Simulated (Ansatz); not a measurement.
InSb (zinc blende, F-43m) under volume change, PBE in the plane-wave PAW code Ansatz, scaled uniformly.

```csv
V (Å³/atom),E − E(relaxed) (meV/atom),P (GPa)
33.231,40.8,4.36
34.326,17.0,2.64
35.422,4.0,1.21
36.517,0.0,0.00
37.613,3.6,-1.01
38.708,13.4,-1.85
39.804,28.6,-2.56
```

**Question.** What does a third-order Birch–Murnaghan fit give for V₀, B₀ and B′?

**Answer.** V₀ = 36.52 Å³/atom, B₀ = 36.7 GPa, B′ = 4.9.

The PBE relaxation kept the symmetry of its start. Scalar-relativistic: spin–orbit coupling is off unless named, which matters more the heavier the elements.

Potentials: the earlier of the program's two PAW sets.
